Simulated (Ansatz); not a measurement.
An Ansatz (a quantum-chemistry and plane-wave program) run. Input:

Ansatz 0.2 input:
```yaml
crystal:
  lattice:
    - [4.946905832, 0.0, 0.0]
    - [-2.473452916, 4.2841461207, 0.0]
    - [0.0, 0.0, 6.0102486829]
  atoms:
    - { symbol: C, position: [0.1665098075, 0.3330196151, 0.0] }
    - { symbol: C, position: [0.1665098075, 0.8334901925, 0.0] }
    - { symbol: C, position: [0.6666666667, 0.3333333333, 0.0] }
    - { symbol: C, position: [0.6669803849, 0.8334901925, 0.0] }
    - { symbol: C, position: [0.3330196151, 0.1665098075, 0.0] }
    - { symbol: C, position: [0.3333333333, 0.6666666667, 0.0] }
    - { symbol: C, position: [0.8334901925, 0.1665098075, 0.0] }
    - { symbol: C, position: [0.8334901925, 0.6669803849, 0.0] }
    - { symbol: Cs, position: [0.0, 0.0, 0.5] }
kpoints:
  mp_grid: { grid: [10, 10, 7] }
hamiltonian:
  xc: r2scan
  dispersion: d4
  pseudopotentials: { kind: paw }
scf:
  occupations: { method: gaussian, width: 0.05 }
checkpoint: { read: metal.run }
output: { write_density: true, elf: true, volumetric_format: npy }
```

Output (shortened):

```
Pseudopotential: C, paw, valence charge 4
Pseudopotential: Cs, paw, valence charge 9
Functional definition: r2SCAN
Crystal: 9 atoms, lattice volume = 127.377 Å³
Basis set: ecut = 500 eV, 3195 PW (Γ), exchange–correlation on 160×160×180 points (64 copies of the dense FFT grid, shifted against one another)
Bands: 39, of which v1, the nominal top of the filled ones, is band 21 counted from 1 (20 counted from 0)
Symmetry: 24 space group operations
Space group: P6/mmm (ITA 191), of the structure as read, at distance tolerance 5.0e-5 Å
k-points: 56 of 700
Stability of the state it starts from, as read at its close in the unpolarized treatment …
iter 1 solved again at ethr=3.54e-7 eV; its pass at ethr=3.10e-3 eV (dr2=1.45e-4 eV) is discarded
SCF iter   1: F=—  HF=-7700.389397 eV  |F-HF|=—  |Δ(HF+E_count)|=         —  Δρ=5.04e-7  dr2=2.12e-10  dr2_τ=4.07e-11  ethr=3.54e-7  ⟨swp⟩=5.4  Hψ=18284  notcnv=0  defer=3
preconditioner: auto → LDOS
SCF iter   2: F=—  HF=-7700.389455 eV  |F-HF|=—  |Δ(HF+E_count)|=   5.81e-5  Δρ=5.66e-7  dr2=3.38e-10  dr2_τ=5.01e-11  ethr=1.00e-12  ⟨swp⟩=12.2  Hψ=11859  notcnv=0
SCF iter   3: F=-7700.389455 eV  HF=-7700.389455 eV  |F-HF|=1.36e-11  |Δ(HF+E_count)|=  8.37e-11  Δρ=2.68e-7  dr2=6.06e-11  dr2_τ=1.22e-11  ethr=1.00e-12  ⟨swp⟩=1.0  Hψ=5135  notcnv=0
SCF 1 converged in 3 iterations: F = -7700.389455 eV  dr2 = 6.06e-11
SCF converged after 3 iterations
Free energy (F): -7700.389455 eV
Harris-Foulkes:  -7700.389455 eV  (|F-HF|=1.36e-11)
Internal energy: -7700.387639 eV  (E = F + TS)
E sigma→0 (E₀):  -7700.388547 eV
Entropy (-TS):   -0.001815 eV (-0.202 meV/atom)
Fermi energy:    7.654102 eV
--- Per-component energies (eV) ---
  E_band       = -151.432530
  E_kinetic    = 873.710208
  E_local      = -2393.175651  (includes V_loc(G=0)·N_el)
  E_nonlocal   = 243.530460
  E_hartree    = 913.071209
  E_xc         = -542.444909
  E_vxc        = -663.993860  (∫ρ·V_xc dr)
  E_paw        = -5900.152791  (= ΣΔE_a)
  E_vpaw       = -73.588010  (= ΣTr[D̂ρ^β])
  E_aug_tail   = 0.000041  (compensation charges beyond the density's cutoff)
  E_vtau       = 35.941835  (kinetic-family band-sum trace: ∫τ·v_τ [+ j·A + Jᵃ·Aᵃ] dr)
  E_ewald      = -894.354783
  E_disp       = -0.423112  (pairwise vdW)
  E_core_change = -0.148311  (= ΣΔE_core)
  E_smearing   = -0.001815  (= −TS)
  E_closure    =  0.000000  (closes the sum)
  Σ components = -7700.389455   (vs F -7700.389455, Δ=0.00e0)
  [band-id]    e_kinetic+e_local+e_nonlocal+2·e_hartree+e_vxc+e_vpaw+e_augmentation_tail+e_vtau = -151.432559   (vs E_band -151.432530, Δ=-2.88e-5)
--- Band table (eV; the first three rows and the last of 56) ---
  k-point 0: bands = ["-16.9076", "-14.2037", "-8.8376", "-8.8376", "-8.7097", "-7.5395", "-7.4577", "-7.4577", "-4.0090", "-3.2832", "-3.2832", "-0.8464", "-0.2666", "-0.2385", "-0.2385", "3.3060", "3.3060", "3.4554", "3.4554", "3.8391", "7.2827", "7.8561", …
  k-point 1: bands = ["-16.9036", "-14.2135", "-8.8358", "-8.8358", "-8.7097", "-7.5513", "-7.4576", "-7.4576", "-3.8845", "-3.2971", "-3.2971", "-0.9960", "-0.2666", "-0.2389", "-0.2389", "3.3060", "3.3060", "3.5092", "3.5092", "3.8331", "7.3196", "7.7950", …
  k-point 2: bands = ["-16.8945", "-14.2354", "-8.8318", "-8.8318", "-8.7094", "-7.5763", "-7.4573", "-7.4573", "-3.5539", "-3.3279", "-3.3279", "-1.3808", "-0.2665", "-0.2399", "-0.2399", "3.3060", "3.3060", "3.6330", "3.6330", "3.8197", "7.1959", "7.6724", …
  k-point 55: bands = ["-16.8674", "-12.5920", "-12.0150", "-11.9283", "-7.3219", "-6.7346", "-4.4393", "-3.6044", "-3.5398", "-3.0954", "-2.2364", "-2.1822", "-1.1310", "-0.4454", "-0.4356", "0.1725", "0.3007", "0.8391", "0.9532", "5.6923", "6.5818", …
```

Cost: very roughly 40 core-seconds on shared cores.

A made-up cell: these elements were put on the sites of a structure type; the Crystallography Open Database copy checked does not list it. Its standing as an ambient phase is unchecked. Symmetry was held in the r²SCAN+D4 relaxation; its stability against distortions is not shown here. Scalar-relativistic: spin–orbit coupling is off unless named, which matters more the heavier the elements.

Potentials: the later of the program's two PAW sets.

Ansatz is a plane-wave DFT program.
